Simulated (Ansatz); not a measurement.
With DFT-r²SCAN in the program Ansatz with PAW potentials, AlGaAs₂ in the tetragonal phase (P-4m2; Pearson symbol tP8) relaxes to a = 4.012 Å, c = 11.332 Å. Ga has 4 nearest neighbours from 2.45 Å (tetrahedral); As on 1a has 4 nearest neighbours from 2.45 Å (tetrahedral); As on 2f has 4 nearest neighbours from 2.45 Å (tetrahedral); Al has 4 nearest neighbours from 2.45 Å (tetrahedral).

It is gapped at this level: 1.63 eV (direct). The valence maximum lies at Γ and the conduction minimum at Γ. The screened hybrid HSE06 puts the gap at 1.98 eV. Gap from r²SCAN with spin–orbit coupling: 1.53 eV. The electron mass is 0.11, 0.11, 0.12 mₑ (principal values).

An equation-of-state fit gives a bulk modulus of 74.1 GPa. The relaxed-ion elastic constants in GPa are C11 = 145, C12 = 25.5, C13 = 52.8, C33 = 117, C44 = 59.1, C66 = 32.2. The elastic constants imply a Debye temperature near 374 K. Bader charges are Ga +0.78, As -2.08 to -0.77, Al +2.08 e.

The start of the workflow was typed in or built on a structure type; neither database checked (COD, Materials Project) lists it. Whether it is the stable phase at ambient conditions was not checked. The cell was relaxed with r²SCAN under the symmetry of its start; whether a distortion lowers the energy is not shown. Spin–orbit coupling is left out wherever it is not named.

Potentials: the earlier of the program's two PAW sets. The files were generated under PBE; for other functionals the program regenerates the frozen cores, and for LDA and PBEsol the local potential too.
